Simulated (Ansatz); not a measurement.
Below is a relaxed structure of TiSn₂Te₃. The cell was found from a structure generator's guess, not taken from experiment.

Method: Ansatz, DFT PBE, scalar-relativistic, plane waves, PAW. Cutoff 420 eV, Γ-centred mesh, Gaussian smearing, no spin polarisation.

```
Ti Sn Te
1.0
     5.30554    0.00000    0.00000
     0.00000    5.30554    0.00000
     0.00000    0.00000    7.85755
Ti Sn Te
1 2 3
Cartesian
  2.6528 2.6528 3.9520
  2.6528 0.0000 7.2711
  0.0000 2.6528 7.2711
  2.6528 2.6528 1.2817
  2.6528 0.0000 4.2555
  0.0000 2.6528 4.2555
```

The zero of energy is the elements' standard structures at the same level; no fitted shifts are applied. The references include grey tin.

Q: What space group does it have?

A: P4mm (No. 99). Conventional cell: a = 5.306 Å, c = 7.858 Å. Ti has 5 Te at 2.67 Å; Sn has 1 Te at 3.02 Å and 2 Te at 3.24 Å; Te on a site of symmetry 4mm has 1 Ti at 2.67 Å and 4 Sn at 3.24 Å; around Te on a site of symmetry 2mm lie 2 Ti at 2.67 Å and 1 Sn at 3.02 Å.

Q: What is its formation energy per atom?

A: −0.04 eV/atom. A negative formation energy is needed for stability but isn't enough: competing phases decide.

Q: Is it a metal?

A: Yes, bands cross the Fermi level on the 8×8×6 mesh.

The last run used an 8×8×6 mesh (in the run's order of axes) for its 6-atom cell and Gaussian smearing of 0.10 eV. These runs have no spin–orbit coupling, which can matter for Te. The reference form of Te is held partly by dispersion forces, which this level lacks. Symmetry constrained the relaxation, so the result can be a saddle point.
